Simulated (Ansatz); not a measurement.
A plane-wave run on HfVAs

The input, for Ansatz 0.2.0 (plane waves, PAW):

```yaml
crystal:
  lattice:
    - [3.879957, 0.0, 0.0]
    - [0.0, 3.879957, 0.0]
    - [0.0, 0.0, 7.573004]
  atoms:
    - { symbol: V, position: [0.0, 0.0, 0.0] }
    - { symbol: V, position: [0.5, 0.5, 0.0] }
    - { symbol: Hf, position: [0.5, 0.0, 0.64] }
    - { symbol: Hf, position: [0.0, 0.5, 0.36] }
    - { symbol: As, position: [0.5, 0.0, 0.255] }
    - { symbol: As, position: [0.0, 0.5, 0.745] }
  symmetry: { tolerance: 0.0003 }
kpoints:
  mp_grid: { grid: [9, 9, 5], shift: [0, 0, 0] }
  band_path:
    path:
      - [0.0, 0.0, 0.0]
      - [0.0, 0.5, 0.0]
      - [0.5, 0.5, 0.0]
      - [0.0, 0.0, 0.0]
      - [0.0, 0.0, 0.5]
      - [0.0, 0.5, 0.5]
      - [0.5, 0.5, 0.5]
      - [0.0, 0.0, 0.5]
    npoints: 7
magnetization:
  spin_polarized: false
scf:
  occupations: { method: fermi_dirac }
  lower_state_search: "off"
  max_iter: 200
hamiltonian:
  pseudopotentials: { kind: paw }
  xc: r2scan
basis:
  ecutwfc: 500
  fft_grid_basis: typed
output:
  forces: true
  stress: true
  eigenvalues: true
  bader: true
  populations: true
  elf: true
  write_potential: true
  volumetric_format: npy
  dos:
    e_range: [-12, 8]
    de: 0.05
    projected: { site_lists: { As: [As], Hf: [Hf], V: [V] } }
checkpoint:
  read: saved_state
```

The run starts from an earlier solution of this cell. 

Output (shortened):

```
SCF iter   1: F=-47033.3585 eV  Δρ=1.68e-3  dr2=3.79e-3  dr2_τ=3.41e-3
SCF iter   2: F=-47033.3614 eV  Δρ=1.04e-3  dr2=8.12e-4  dr2_τ=2.79e-4
SCF iter   3: F=-47033.3617 eV  Δρ=6.03e-4  dr2=4.42e-4  dr2_τ=9.58e-5
SCF iter   4: F=-47033.3619 eV  Δρ=2.57e-4  dr2=6.76e-5  dr2_τ=1.58e-5
SCF iter   5: F=-47033.3620 eV  Δρ=7.47e-5  dr2=1.06e-5  dr2_τ=8.09e-7
SCF iter   6: F=-47033.3620 eV  Δρ=3.17e-5  dr2=1.84e-6  dr2_τ=5.31e-8
SCF iter   7: F=-47033.3620 eV  Δρ=1.12e-5  dr2=2.49e-7  dr2_τ=6.88e-9
SCF iter   8: F=-47033.3620 eV  Δρ=5.31e-6  dr2=3.30e-8  dr2_τ=9.41e-10
Free energy (F): -47033.3620 eV
Harris-Foulkes:  -47033.3620 eV  (|F-HF|=3.93e-10)
Internal energy: -47033.2262 eV  (E = F + TS)
E sigma→0 (E₀):  -47033.2941 eV
Entropy (-TS):   -0.1358 eV (-22.635 meV/atom)
Fermi energy:    16.3191 eV
--- Forces (eV/Å), atoms counted from 1 ---
  atom   1  V      0.0000     0.0000     0.0000
  atom   2  V      0.0000     0.0000     0.0000
  atom   3  Hf     0.0000     0.0000     0.2170
  atom   4  Hf     0.0000     0.0000    -0.2170
  atom   5  As     0.0000     0.0000    -0.3635
  atom   6  As     0.0000     0.0000     0.3635
--- Stress (GPa, compression-positive) ---
      -19.9398       0.0000       0.0000
        0.0000     -19.9398       0.0000
        0.0000       0.0000     -20.1742
  P = ⅓ Tr σ = -20.0180 GPa (-200.180 kbar)
--- Löwdin populations: 6 sites ---
  site symbol       q [e]
     0      V     12.5644
     1      V     12.5644
     2     Hf     25.7152
     3     Hf     25.7152
     4     As     15.4178
     5     As     15.4178
  spilling = 0.0056 (of n_electrons = 108.0000)
```

Origin: a known structure type with other elements, at an estimated volume, so it need not be a known compound. Caveats: no spin polarisation, so a magnetic state may lie lower; atoms or cell far from equilibrium.
